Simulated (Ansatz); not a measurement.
ZnSnN2 in space group R-3m (No. 166; Sn on 3a, Zn on 3b, N on 6c) at seven volumes, PBE+D3(BJ) in the plane-wave PAW code Ansatz, shape and atoms relaxed at each. One row is withheld.

```json
[
 {"V (Å³/atom)": "10.241", "P (GPa)": "20.67"},
 {"V (Å³/atom)": "10.579", "P (GPa)": "12.55"},
 {"V (Å³/atom)": "10.916", "P (GPa)": "?"},
 {"V (Å³/atom)": "11.254", "P (GPa)": "0.01"},
 {"V (Å³/atom)": "11.592", "P (GPa)": "-4.81"},
 {"V (Å³/atom)": "11.929", "P (GPa)": "-8.84"},
 {"V (Å³/atom)": "12.267", "P (GPa)": "-12.21"}
]
```

### Question
Fit the shown pressures and predict the withheld one.

### Answer
P = (3/2)B₀(x^(7/2) − x^(5/2))[1 + (3/4)(B′ − 4)(x − 1)] with x = (V₀/V)^(2/3). Least squares on the six rows gives V₀ = 11.254 Å³/atom, B₀ = 174 GPa, B′ = 4.82. At V = 10.916, x = 1.0205 and P = 5.71 GPa. The run itself gave 5.74 GPa.

A made-up cell: these elements were put on the sites of a structure type; neither database checked (COD, Materials Project) lists it. Whether it is the stable phase at ambient conditions was not checked. The cell was relaxed with PBE+D3(BJ) under the symmetry of its start; its stability against distortions is not shown here. Scalar-relativistic: spin–orbit coupling is off unless named, which matters more the heavier the elements.

Potentials: the earlier of the program's two PAW sets.
